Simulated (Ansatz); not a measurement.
TiPd (CsCl type)

```xyz
4
Lattice="6.2035 0.0000 0.0000 0.0000 3.1018 0.0000 0.0000 0.0000 3.1018" Properties=species:S:1:pos:R:3 pbc="T T T"
Ti     1.5509     1.5509     1.5509
Ti     4.6527     1.5509     1.5509
Pd     0.0000     0.0000     0.0000
Pd     3.1018     0.0000     0.0000
```

A phonon eigenvector at X = (0.5, 0.0, 0.0) is frozen into this cell: atom i moves by Q times the vector below, so Q is the largest atomic displacement, in Å. The cell is held. (q is in reciprocal vectors of the primitive cell; the cell shown is doubled to hold the pattern.)

| atom | x | y | z |
|---|---|---|---|
| Ti1 | 1.000 | 0.000 | 0.000 |
| Ti2 | -1.000 | 0.000 | 0.000 |

Atoms not listed stay in place.

The numbers are results of LDA (plane waves to 420 eV, PAW, scalar-relativistic; Ansatz, a first-principles code), not measurements. k mesh 8×15×15 (Γ-centred), Fermi-Dirac smearing 0.05 eV. E stands for the smeared free energy. With partly filled bands, energies and forces of such displacements shift with the k mesh and the smearing. TiPd is run without spin polarisation. TiPd was relaxed with its symmetry unable to fall. ΔE is measured from the undisplaced structure. The last digit holds for this mesh only.

```csv
Q (Å),ΔE (meV/cell)
-0.1000,112.0
-0.0833,78.0
-0.0667,50.1
-0.0500,28.3
-0.0333,withheld
-0.0167,3.2
0.0000,0.0
0.0167,3.2
0.0333,withheld
0.0500,28.3
0.0667,50.1
0.0833,78.0
0.1000,112.0
```

Problem. Fit an even polynomial form (powers 2, 4) to the given rows and predict ΔE at Q = 0.0333.

Solution. Least squares on the 11 given rows: ΔE = (11330)·Q² + (-13170)·Q⁴, in meV/cell with Q in Å; root-mean-square residual 0.04 meV/cell. At 0.0333 the fit gives 12.5 meV/cell; the calculation gives 12.6 meV/cell, so the interpolation is off by -0.1 (-0.8 %). The quadratic term alone would give 12.6 meV/cell.

(A displaced cell: forces are minus the slopes of the energy, force constants its curvatures, and phonons follow from these.)
